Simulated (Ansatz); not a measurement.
The relaxed structure here is a generated cell of MnSi: the first start was made by placing the elements on the sites of a structure type, and the end was not matched to a known phase here, so it may be hypothetical. Known forms of MnSi include space group No. 198.

A relaxed structure of MnSi. Level of theory: PBEsol (plane waves to 420 eV, PAW, scalar-relativistic; Ansatz, a first-principles code).

```xyz
2
Lattice="2.7114 0.0000 0.0000 -1.3557 2.3481 0.0000 0.0000 0.0000 3.5234" Properties=species:S:1:pos:R:3 pbc="T T T"
Mn     0.0000     0.0000     0.0000
Si     0.0000     1.5654     1.7617
```

Problem. Find the space group and the Wyckoff positions (tolerance 0.01 Å).

Solution. Space group P-6m2 (No. 187); a = b = 2.7114 Å, c = 3.5234 Å, α = β = 90.00°, γ = 120.00°

```csv
atom,site,symmetry,x,y,z
Mn,1a,-6m2,0.0000,0.0000,0.0000
Si,1d,-6m2,0.3333,0.6667,0.5000
```

Problem. Give the shortest distances between elements (the closest pairs, up to four, under 3.6 Å).

Solution. Mn–Si 2.36 Å; Si–Si 2.71 Å; Mn–Mn 2.71 Å.

```yaml
volume_per_atom: 11.22 Å³
band_gap: no gap (metallic)
magnetic_moment: zero (the starting moments vanished)
```

No spin polarisation in the result: the starting moments vanished. The relaxed primitive cell holds an odd number of electrons. A magnetic state may lie lower.

The run could not lose the symmetry of its start; a randomly shaken copy of 4 atoms returns to this structure.

All atoms sit on sites fixed by symmetry, so only the cell could relax.
